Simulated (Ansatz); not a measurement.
ZnS:
```xyz
8
Lattice="6.6300 0.0000 0.0000 0.0000 6.6300 0.0000 0.0000 0.0000 3.8616" Properties=species:S:1:pos:R:3 pbc="T T T"
Zn     2.1535     4.4765     0.0000
Zn     4.4765     2.1535     0.0000
Zn     5.4684     5.4684     1.9308
Zn     1.1615     1.1615     1.9308
S      2.0839     2.0839     0.0000
S      4.5461     4.5461     0.0000
S      1.2311     5.3989     1.9308
S      5.3989     1.2311     1.9308
```

Relaxed with PBE. Special points in fractions of this cell's reciprocal vectors: Γ (0.000, 0.000, 0.000); X (0.000, 0.500, 0.000); M (0.500, 0.500, 0.000); Z (0.000, 0.000, 0.500); R (0.000, 0.500, 0.500); A (0.500, 0.500, 0.500).

Q: List the band energies nearest the valence-band maximum at these points for PBE in the plane-wave PAW code Ansatz.

A: In eV from the valence-band maximum; about four levels below and three above (degenerate sets whole), none deeper than 8.9 eV; points with the same levels are listed once.

```
k                    below                above
-  -----------------------  -------------------
Γ    -0.21 -0.01 0.00 0.00       2.17 3.55 3.55
X  -0.50 -0.50 -0.43 -0.43  3.55 3.55 4.00 4.00
M  -0.93 -0.93 -0.86 -0.86  3.92 3.92 4.41 4.41
Z  -1.59 -1.59 -1.41 -1.41  4.53 4.53 5.25 5.25
R  -1.45 -1.45 -0.87 -0.87  3.92 3.92 4.53 4.53
A  -1.24 -1.24 -1.13 -1.13  3.23 3.23 4.29 4.29
```

Space group P4_2/mnm. The start of the workflow was typed in or built on a structure type; neither database checked (COD, Materials Project) lists it. It is not the phase usual at ambient conditions (space group No. 186, 216). Symmetry was held in the PBE relaxation; its stability against distortions is not shown here. The volume moved by 18 % from the start of the relaxation.

Potentials: the earlier of the program's two PAW sets.
